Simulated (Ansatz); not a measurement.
The cell comes from COD entry 9007432, which wasn't checked; take it as a given geometry.

TiO2: DFT, PBE, PAW with Ansatz's default frozen-core files, scalar-relativistic (Ansatz 0.2.0).

```yaml
crystal:
  lattice:
    - [4.594, 0.0, 0.0]
    - [0.0, 4.594, 0.0]
    - [0.0, 0.0, 2.959]
  atoms:
    - { symbol: Ti, position: [0.0, 0.0, 0.0] }
    - { symbol: Ti, position: [0.5, 0.5, 0.5] }
    - { symbol: O, position: [0.306, 0.306, 0.0] }
    - { symbol: O, position: [0.194, 0.806, 0.5] }
    - { symbol: O, position: [0.694, 0.694, 0.0] }
    - { symbol: O, position: [0.806, 0.194, 0.5] }
kpoints:
  mp_grid: { grid: [6, 6, 9] }
  band_path:
    path:
      - [0.0, 0.0, 0.0]
      - [0.0, 0.5, 0.0]
      - [0.5, 0.5, 0.0]
      - [0.0, 0.0, 0.0]
      - [0.0, 0.0, 0.5]
      - [0.0, 0.5, 0.5]
      - [0.5, 0.5, 0.5]
      - [0.0, 0.0, 0.5]
      - [0.0, 0.5, 0.0]
    npoints: 8
scf:
  occupations: { method: fermi_dirac, width: 0.05 }
hamiltonian:
  xc: pbe
  pseudopotentials: { kind: paw }
output:
  forces: true
  stress: true
  eigenvalues: true
  efg: { contact_densities: true }
  populations: true
  bader: true
  dos: { projected: true, de: 0.2, e_range: [-14, 8] }
```

Output:

```
Engine: ansatz 0.2.0
Pseudopotentials: kind: paw
Pseudopotential: Ti, paw, valence charge 12, recommended cutoff 420 eV (normal)
Pseudopotential: O, paw, valence charge 6, recommended cutoff 420 eV (normal)
Functional definition: PBE
  parameter kappa = 0.804
  parameter beta = 0.06672455060314922
  exchange = pbe_x(kappa = kappa, mu = beta*pi^2/3)
  correlation = pbe_c(beta = beta)
Crystal: 6 atoms, lattice volume = 62.449 Å³
Basis set: ecut = 420 eV, 1217 PW (Γ), exchange–correlation on 64×64×40 points (8 copies of the dense FFT grid, shifted against one another)
Bands: 30, of which v1, the nominal top of the filled ones, is band 24 counted from 1 (23 counted from 0)
Symmetry: 16 space group operations
Space group: P42/mnm (ITA 136), of the structure as read, at distance tolerance 4.0e-5 Å
k-points: 50 of 324
Non-local potential: Ti, projectors of the file, l = 0: 3, l = 1: 2, l = 2: 3, l = 3: 1
Non-local potential: O, projectors of the file, l = 0: 2, l = 1: 2, l = 2: 1
PAW form: soft (Blöchl's): semilocal exchange-correlation on the pseudo side does not see the compensation charge
PAW one-centre angular grid: Ti, 590 points (default); XC on 64 Gauss nodes
PAW one-centre angular grid: O, 110 points (default); XC on 64 Gauss nodes
Initial density: superposition of atomic densities (neutral atoms: chi_scale 0, normalization atom), corrected by the library's trained network
Initial wavefunctions: pseudopotential atomic-orbital guess
Functional: x = pbe(κ = 0.804, μ = 0.2195149727645171), c = pbe(β = 0.06672455060314922)
SCF iter   1: F=—  HF=-7277.276310 eV  |F-HF|=—  |Δ(HF+E_count)|=         —  Δρ=2.20e-3  dr2=1.82e-3  ethr=1.77e-3  ⟨swp⟩=4.9  Hψ=5995  notcnv=0
preconditioner: auto → Resta (q_TF=auto, 2.611 Å⁻¹)  ε∞=8.9  [insulator: Δε(μ)=1.914 eV  Ē_g=9.432 eV  σ=0.050 eV  W_gap=1.00  n_scr=18 (ndim 8)  ℏωp=26.6 eV  f_vac=0.019  D(μ)=0.00/eV (n_scr^D=0)  ε∞_Penn≈8.9]
SCF iter   2: F=—  HF=-7277.277024 eV  |F-HF|=—  |Δ(HF+E_count)|=   7.14e-4  Δρ=1.31e-3  dr2=5.56e-4  ethr=3.78e-6  ⟨swp⟩=2.5  Hψ=2940  notcnv=0
SCF iter   3: F=—  HF=-7277.277273 eV  |F-HF|=—  |Δ(HF+E_count)|=   2.49e-4  Δρ=6.50e-4  dr2=1.54e-4  ethr=1.16e-6  ⟨swp⟩=2.1  Hψ=2106  notcnv=0
SCF iter   4: F=—  HF=-7277.277423 eV  |F-HF|=—  |Δ(HF+E_count)|=   1.50e-4  Δρ=1.67e-4  dr2=1.53e-5  ethr=3.20e-7  ⟨swp⟩=2.3  Hψ=2291  notcnv=0
SCF iter   5: F=—  HF=-7277.277376 eV  |F-HF|=—  |Δ(HF+E_count)|=   4.67e-5  Δρ=3.58e-5  dr2=8.77e-7  ethr=3.18e-8  ⟨swp⟩=2.0  Hψ=2073  notcnv=0
SCF iter   6: F=-7277.277376 eV  HF=-7277.277376 eV  |F-HF|=6.22e-8  |Δ(HF+E_count)|=   2.80e-7  Δρ=1.02e-5  dr2=7.81e-8  ethr=2.08e-10  ⟨swp⟩=5.5  Hψ=6269  notcnv=0
SCF 1 converged in 6 iterations: F = -7277.277376 eV  dr2 = 7.81e-8
  greatest PAW one-centre occupation: 0.999 electrons in one spin orbital (limit 2), on the Ti atom at site 1 (counted from 0), in its partial waves of l = 0
NSCF: frozen V_eff on 65 k-points
SCF converged after 6 iterations
Free energy (F): -7277.277376 eV
Harris-Foulkes:  -7277.277376 eV  (|F-HF|=6.22e-8)
Internal energy: -7277.277376 eV  (E = F + TS)
E sigma→0 (E₀):  -7277.277376 eV
Fermi energy:    10.049002 eV
--- Per-component energies (eV) ---
  E_band       = -391.052374
  E_kinetic    = 1247.560760
  E_local      = -3090.291641  (includes V_loc(G=0)·N_el)
  E_nonlocal   = 196.446739
  E_hartree    = 1177.624849
  E_xc         = -492.945993
  E_vxc        = -624.332642  (∫ρ·V_xc dr)
  E_paw        = -2722.002189  (= ΣΔE_a)
  E_vpaw       = -475.687890  (= ΣTr[D̂ρ^β])
  E_aug_tail   = 0.010055  (compensation charges beyond the density's cutoff)
  E_ewald      = -3593.679957
  E_smearing   = -0.000000  (= −TS)
  E_closure    = 0.000000  (closes the sum)
  Σ components = -7277.277376   (vs F -7277.277376, Δ=0.00e0)
--- Forces (eV/Å), atoms counted from 1 ---
  atom   1  Ti    -0.00000000    -0.00000000     0.00000000
  atom   2  Ti    -0.00000000     0.00000000     0.00000000
  atom   3  O     -0.16486094    -0.16486094     0.00000000
  atom   4  O      0.16486094    -0.16486094     0.00000000
  atom   5  O      0.16486094     0.16486094     0.00000000
  atom   6  O     -0.16486094     0.16486094     0.00000000
  max |Σ_I F_I| component: 1.11e-16 eV/Å
--- Stress (GPa, compression-positive) ---
        5.687060       0.000000       0.000000
        0.000000       5.687060       0.000000
        0.000000       0.000000       4.848737
  P = ⅓ Tr σ = 5.4076 GPa (54.076 kbar)
--- PAW observables at the nuclei: V_zz in 10²¹ V/m², potentials from the cell's mean, atoms counted from 1 ---
  atom   1  Ti V_zz =    -2.650028   η = 0.4912   by run symmetry: allowed
            electrostatic potential = -2527.114412 V   contact ρ = 56792.064957 e/Å³
  atom   2  Ti V_zz =    -2.650028   η = 0.4912   by run symmetry: allowed
            electrostatic potential = -2527.114412 V   contact ρ = 56792.064957 e/Å³
  atom   3  O  V_zz =    +2.334694   η = 0.8833   by run symmetry: allowed
            electrostatic potential = -624.770710 V   contact ρ = 2157.449426 e/Å³
  atom   4  O  V_zz =    +2.334694   η = 0.8833   by run symmetry: allowed
            electrostatic potential = -624.770710 V   contact ρ = 2157.449426 e/Å³
  atom   5  O  V_zz =    +2.334694   η = 0.8833   by run symmetry: allowed
            electrostatic potential = -624.770710 V   contact ρ = 2157.449426 e/Å³
  atom   6  O  V_zz =    +2.334694   η = 0.8833   by run symmetry: allowed
            electrostatic potential = -624.770710 V   contact ρ = 2157.449426 e/Å³
--- Band table (eV; the first three rows and the last of 50) ---
  k-point 0: bands = ["-47.7185", "-47.7014", "-24.0407", "-24.0407", "-23.8720", "-23.8720", "-23.8330", "-23.7982", "-9.0819", "-7.9196", "-7.1554", "-7.1554", "3.3638", "3.7737", "4.2334", "5.2709", "5.2709", "6.5868", "6.5868", "7.1560", "8.4262", "8.6925", "8.6925", "9.1085", "11.0433", "11.3778", "11.5786", "11.6511", "11.6511", "13.5159"]
  k-point 1: bands = ["-47.7132", "-47.6971", "-24.0266", "-24.0266", "-23.8871", "-23.8697", "-23.8697", "-23.8552", "-8.9508", "-7.8435", "-7.2190", "-7.2190", "3.5443", "3.9114", "4.3755", "5.1431", "5.1431", "6.7854", "6.8336", "6.8336", "7.9188", "8.4457", "8.4457", "9.0537", "11.3441", "11.4877", "11.4909", "11.8147", "11.8147", "13.6176"]
  k-point 2: bands = ["-47.6996", "-47.6865", "-24.0215", "-23.9970", "-23.9897", "-23.9897", "-23.8649", "-23.8649", "-8.6012", "-7.6647", "-7.3790", "-7.3790", "4.0242", "4.2636", "4.7927", "5.0235", "5.0235", "6.0036", "6.9253", "7.2551", "7.2551", "7.8446", "7.8446", "8.7871", "11.3738", "11.6783", "11.8687", "12.1913", "12.1913", "13.3251"]
  k-point 49: bands = ["-47.6701", "-47.6701", "-24.2593", "-24.2593", "-23.9059", "-23.9059", "-23.8733", "-23.8733", "-7.7688", "-7.7688", "-7.5126", "-7.5126", "4.4127", "4.4127", "4.5927", "4.5927", "5.6101", "5.6101", "6.4873", "6.4873", "7.8278", "7.8278", "8.4095", "8.4095", "11.7716", "11.7716", "12.3207", "12.3207", "12.3730", "12.3730"]
--- Löwdin populations: 6 sites ---
  site symbol       q [e]
     0     Ti     10.6319
     1     Ti     10.6319
     2      O      6.6448
     3      O      6.6448
     4      O      6.6448
     5      O      6.6448
  spilling = 0.003274 (of n_electrons = 48.000000)
--- Bader charges: 6 sites ---
  site symbol  charge [e]  shift [e]
     0     Ti      2.2834     0.0038
     1     Ti      2.2834     0.0038
     2      O     -1.1417     0.0019
     3      O     -1.1417     0.0019
     4      O     -1.1417     0.0019
     5      O     -1.1417     0.0019
  estimated error of the sums over rays = 4.1e-4 e
```

populations.tsv:

```
# site	symbol	l	j	q
# orbitals = lowdin
# n_electrons = 48.000000
# spilling = 0.003274
0	Ti	0_3S	-	1.927521
0	Ti	0_4S	-	0.444174
0	Ti	1_3P	-	5.988106
0	Ti	2_3D	-	2.272107
1	Ti	0_3S	-	1.927521
1	Ti	0_4S	-	0.444174
1	Ti	1_3P	-	5.988106
1	Ti	2_3D	-	2.272107
2	O	0_2S	-	1.756141
2	O	1_2P	-	4.888616
3	O	0_2S	-	1.756141
3	O	1_2P	-	4.888616
4	O	0_2S	-	1.756141
4	O	1_2P	-	4.888616
5	O	0_2S	-	1.756141
5	O	1_2P	-	4.888616
```

bader_charges.tsv:

```
# site	symbol	x_ang	y_ang	z_ang	partial_charge_e	electrons	volume_ang3	relative_density_drop	shared_charge_e	partial_wave_shift_e
# quadrature_error_electrons = 4.1e-4
0	Ti	0.0000	0.0000	0.0000	2.28345	19.71655	6.99	-	2.28345	0.00385
1	Ti	2.2970	2.2970	1.4795	2.28345	19.71655	6.99	-	2.28345	0.00385
2	O	1.4058	1.4058	0.0000	-1.14172	9.14172	12.12	-	-1.14172	0.00192
3	O	0.8912	3.7028	1.4795	-1.14172	9.14172	12.12	-	-1.14172	0.00192
4	O	3.1882	3.1882	0.0000	-1.14172	9.14172	12.12	-	-1.14172	0.00192
5	O	3.7028	0.8912	1.4795	-1.14173	9.14173	12.12	-	-1.14173	0.00192
```
